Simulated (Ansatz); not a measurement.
Relaxed-ion elastic tensor of NaCl (CsCl type, Pm-3m) in GPa (Voigt order), DFT-r²SCAN in the program Ansatz with PAW potentials; density 2.34 g/cm³, 20.72 Å³ per atom.

```json
[
 {"": "1", "1": "87.1", "2": "0.6", "3": "0.6", "4": "0.0", "5": "0.0", "6": "0.0"},
 {"": "2", "1": "0.6", "2": "87.1", "3": "0.6", "4": "0.0", "5": "0.0", "6": "0.0"},
 {"": "3", "1": "0.6", "2": "0.6", "3": "87.1", "4": "0.0", "5": "0.0", "6": "0.0"},
 {"": "4", "1": "0.0", "2": "0.0", "3": "0.0", "4": "-1.7", "5": "0.0", "6": "0.0"},
 {"": "5", "1": "0.0", "2": "0.0", "3": "0.0", "4": "0.0", "5": "-1.7", "6": "0.0"},
 {"": "6", "1": "0.0", "2": "0.0", "3": "0.0", "4": "0.0", "5": "0.0", "6": "-1.7"}
]
```

Q: Is the crystal mechanically stable?

A: On the edge, within the error: the smallest eigenvalue of C is -1.7 GPa.

This is a known high-pressure phase of the composition, computed here at zero pressure and temperature. The r²SCAN relaxation kept the symmetry of its start. At this level the phase is dynamically unstable (imaginary phonons).

Potentials: the later of the program's two PAW sets.
